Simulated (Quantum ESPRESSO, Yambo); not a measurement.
Y₂CI₂ (space group P-3m1, No. 164). Cell and atoms were relaxed with PBE+D3(BJ) from Materials Project entry mp-1206803, within its symmetry. Chain: PBEsol (Quantum ESPRESSO, PseudoDojo norm-conserving, 82 Ry, without SOC); G0W0 in Yambo (3×3×1 Γ-centred k mesh, bands 3 to 260 and a 8 Ry block in the screening, 260 bands in G with the Bruneval-Gonze terminator, plasmon pole fitted at 27.2 eV); BSE (6×6×2 mesh, 9 valence and 13 conduction bands, static screening with 73 bands and a 3 Ry block, scissor 0.66 eV, Tamm-Dancoff).

```json
{
 "PBEsol gap (dense path)": "0.32 eV",
 "PBEsol gap Γ → (0, 0.333, 0) on the GW mesh": "0.73 eV",
 "PBEsol smallest direct gap on the GW mesh, at (0, 0.333, 0)": "1.22 eV",
 "G0W0 direct gap at that point": "1.87 eV",
 "G0W0 correction to the gap Γ → (0, 0.333, 0)": "0.87 eV",
 "lowest_exciton": "no binding energy given (see below)"
}
```

Rough cost of the Yambo steps against G0W0 for 6 states: BSE about 3×.

Nearest settings tried, and what they do to the gap: 163 bands in W, 163 bands in G: -7 meV; 7 Ry block (263 vectors against 371): -45 meV. Not varied: mesh. So the settings aren't converged at that level. The k mesh is coarse. The mesh misses a band edge: along a dense path the PBEsol gap is 0.32 eV against 0.73 eV on the mesh. The BSE states are vertical excitations (zero momentum); the indirect quasiparticle gap, about 1.19 eV, is smaller than the direct one (1.87 eV on the GW mesh). The lowest state covers only about 6 of the 72 k points, so the mesh doesn't resolve it: its energy and its distance from the direct gap are mesh artefacts. An extended exciton needs a far denser mesh. Axes are Cartesian, with cell vectors (Å) (3.83, 0.00, 0.00), (-1.91, 3.32, 0.00), (0.00, 0.00, 10.37).

Without spin-orbit coupling, band edges of such heavy elements can be off by tenths of an eV.

The structure is a Materials Project entry; no match was found in the copy of COD used, and its stability was not checked.
